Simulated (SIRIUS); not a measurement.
Consider a self-consistent single point of GaN (P2_1, 4 atoms in the cell; from Materials Project mp-804, changed as shown).

```
CELL_PARAMETERS angstrom
      3.18893     0.00000     0.00000
     -1.57852     2.73408     0.00000
      0.00000     0.00000     5.19236
ATOMIC_POSITIONS crystal
  Ga 0.66667 0.33333 0.49908
  Ga 0.33333 0.66667 0.99908
  N  0.66667 0.33333 0.87592
  N  0.33333 0.66667 0.37592
```

All values come from this method and carry its errors: PBE, PseudoDojo 0.5 standard norm-conserving PBE (tails mended) pseudopotentials (plane waves; SIRIUS).

SIRIUS settings:

- parameters.ngridk: 8 8 6
- parameters.xc_functionals: [XC_GGA_X_PBE, XC_GGA_C_PBE]
- parameters.gk_cutoff: 9.165 1/bohr
- parameters.pw_cutoff: 18.331 1/bohr
- parameters.smearing: gaussian
- parameters.smearing_width: 0.0001 Ha
- potentials: PseudoDojo 0.5 standard norm-conserving PBE (tails mended) pseudopotentials
- parameters.electronic_structure_method: pseudopotential
- parameters.num_bands: 22
- parameters.num_mag_dims: 0
- parameters.num_dft_iter: 100
- parameters.energy_tol: 1e-07 Ha
- parameters.density_tol: 1e-06
- mixer.type: anderson
- mixer.beta: 0.7
- mixer.use_hartree: true

**Question.** Estimate, at this level of theory: gap on the k-point mesh, pressure and largest force (vector length).

**Answer.** The run gave:

- Gap on the k-point mesh = 1.97 eV
- Pressure = 7.38 GPa
- Largest force (vector length) = 0.136 eV/Å

Gaps are taken between levels on the mesh.

For comparison: a first run was changed to give this one (lattice vector b scaled by 0.99), and from it to this one the free energy rises by 5.5 meV/atom, the pressure goes from 5.34 to 7.38 GPa, the largest force goes from 0.007 to 0.136 eV/Å and the gap on the mesh goes from 1.940 to 1.970 eV.

The structure comes from a collection of computed structures, made at another level of theory; the collection holds predicted forms beside known ones.

Cost on one core: around 5 core-minutes (rough).

“Tails mended”: in these copies of the files the far tail of each local potential was reset to the Coulomb form.
